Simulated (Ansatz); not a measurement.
The relaxed structure here is a generated cell of Co2Si: the first start was made by placing the elements on the sites of a structure type, and the end was not matched to a known phase here, so it may be hypothetical.

One starting cell of Co2Si (a generated cell, Co2Si placed in the AFLOW prototype AB2_cF48_227_c_e (as in Ti2C)) was relaxed twice with Ansatz (plane waves, PAW, scalar-relativistic): with r2SCAN at 500 eV and with PBE at 420 eV. The r2SCAN result:

Co$_{2}$Si has the cubic space group Fd-3m, origin choice 1 (No. 227), Pearson symbol cF48. Cell: a = b = c = 8.327 Å, α = β = γ = 90.00°. Si on 16c sees 6 Co at 2.289 Å (octahedral). Co on 32e is coordinated by 3 Si at 2.289 Å and 3 Co at 2.402 Å. (Neighbours: up to the widest gap in distance over summed covalent radii, below 1.35, at either atom; cation-cation and far metal-metal contacts left out.)
(The calculation used a cell of 12 atoms; values per cell refer to that cell.)

```tsv
quantity	r2SCAN	PBE
space group	Fd-3m	Fd-3m
volume (Å³/atom)	12.03	?
a (Å)	8.327	?
gap (eV, no spin-orbit coupling)	0.00	?
spin order	ferromagnetic	?
net moment (μB/atom)	0.92	?
```

Question: Fill in the PBE column.

Answer: 
- volume (Å³/atom), PBE: 12.03
- a (Å), PBE: 8.328
- gap (eV, no spin-orbit coupling), PBE: 0.00
- spin order, PBE: ferromagnetic
- net moment (μB/atom), PBE: 0.49

Both levels end in the same structure; PBE's volume is within 0.5 % of r2SCAN's. Neither column is exact.

Spin states reached: ferromagnetic; spin orders were not searched systematically. r2SCAN tends to overstate moments in metals.

The run could not lose the symmetry of its start: the end is stationary, and may be a saddle point rather than a minimum.

Ansatz is a program for electronic structure.
